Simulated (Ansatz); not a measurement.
## MgI$_{2}$ (P-3m1), axial (c/a) deformation path

Method: DFT PBE, scalar-relativistic, plane waves, PAW in Ansatz. Settings: plane waves to 420 eV, k-mesh 6×6×4 (Γ-centred), Gaussian smearing 0.05 eV. Spin–orbit coupling is left out, which matters for the heavy elements here. No spin polarisation. Energies are free energies at this smearing, counted from the undisturbed cell; pressure is positive in compression.

Reference structure (as given, not relaxed at this level; it stands at 1.3 GPa):

```
Mg I
1.0
     4.15370    0.00000    0.00000
    -2.07685    3.59721    0.00000
     0.00000    0.00000    6.86200
Mg I
1 2
Direct
  0.00000 0.00000 0.00000
  0.33333 0.66667 0.75763
  0.66667 0.33333 0.24237
```

The cell holds layers and no dispersion correction was added, so their binding is poorly described.

At fixed volume and fractional coordinates, lengths along (0.000, 0.000, 1.000) are scaled against those across it; ρ is that ratio over its starting value.

| ρ | ΔE (meV/atom) | pressure (GPa) | gap on the mesh (eV) |
| --- | --- | --- | --- |
| 0.800 | ? | ? | 2.27 |
| 0.850 | 54.0 | 1.2 | 2.64 |
| 0.920 | 16.7 | 1.2 | 3.14 |
| 0.960 | 4.9 | 1.2 | 3.33 |
| 1.000 | 0.0 | 1.3 | 3.53 |
| 1.050 | ? | ? | 3.48 |
| 1.100 | 18.0 | 1.4 | 3.31 |
| 1.200 | 78.1 | 1.7 | 2.89 |
| 1.300 | 178.4 | 2.1 | 2.37 |

**Question.** Give the withheld values.

**Answer.** ΔE (meV/atom) at ρ = 0.800: 93.1; pressure (GPa) at ρ = 0.800: 1.2; ΔE (meV/atom) at ρ = 1.050: 3.6; pressure (GPa) at ρ = 1.050: 1.3.

Cost: 9 runs of about 0.76 core-minutes in all, on Arm Neoverse V1 (shared hosts).